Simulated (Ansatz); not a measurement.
**Sn (I4_1/amd), zone-centre modes**

Method: DFT PBEsol, scalar-relativistic, plane waves, PAW in Ansatz. Cutoff 420 eV, Γ-centred 22×22×22 k-points, Gaussian smearing of 0.15 eV. No spin polarisation.

The starting cell (relaxed at this level):

```
Sn
1.0
    -2.90990    2.90990    1.58699
     2.90990   -2.90990    1.58699
     2.90990    2.90990   -1.58699
Sn
2
Direct
  0.75000 0.25000 0.50000
  0.00000 0.00000 0.00000
```

Harmonic modes by finite displacements of 0.02 Å, without the LO–TO term.

(1) At this geometry, is the structure stable against these modes?

(2) List the wavenumbers in cm⁻¹.

## Answers

(1) Yes: no mode is imaginary beyond 10 cm⁻¹, and only the three translations lie near zero.

(2) 0, 0, 0, 45, 133, 133.

Cost: 1 run of about 8.8 core-minutes, on Intel Xeon Platinum 8488C (Sapphire Rapids) (shared hosts).